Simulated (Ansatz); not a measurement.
Ge in space group P6_3/mmc (No. 194; Ge on 4f) at seven volumes, LDA (plane waves, PAW; program Ansatz), shape and atoms relaxed at each. One row is withheld.

```tsv
V (Å³/atom)	P (GPa)
20.167	8.53
20.832	5.19
21.497	?
22.161	0.00
22.826	-1.97
23.491	-3.65
24.156	-5.06
```

**Question.** Fit the shown pressures and predict the withheld one.

**Answer.** Third-order Birch–Murnaghan: P = (3/2)B₀(x^(7/2) − x^(5/2))[1 + (3/4)(B′ − 4)(x − 1)] with x = (V₀/V)^(2/3). Least squares on the six rows gives V₀ = 22.164 Å³/atom, B₀ = 72.11 GPa, B′ = 4.76. At V = 21.497, x = 1.0206 and P = 2.37 GPa. The run itself gave 2.37 GPa.

The first step of the workflow began from a Materials Project structure, measured or hypothetical; the Crystallography Open Database copy checked does not list it. It is not the phase usual at ambient conditions (space group No. 227). The LDA relaxation kept the symmetry of its start; its stability against distortions is not shown here.

Potentials: the earlier of the program's two PAW sets. The files were generated under PBE; for other functionals the program regenerates the frozen cores, and for LDA and PBEsol the local potential too.
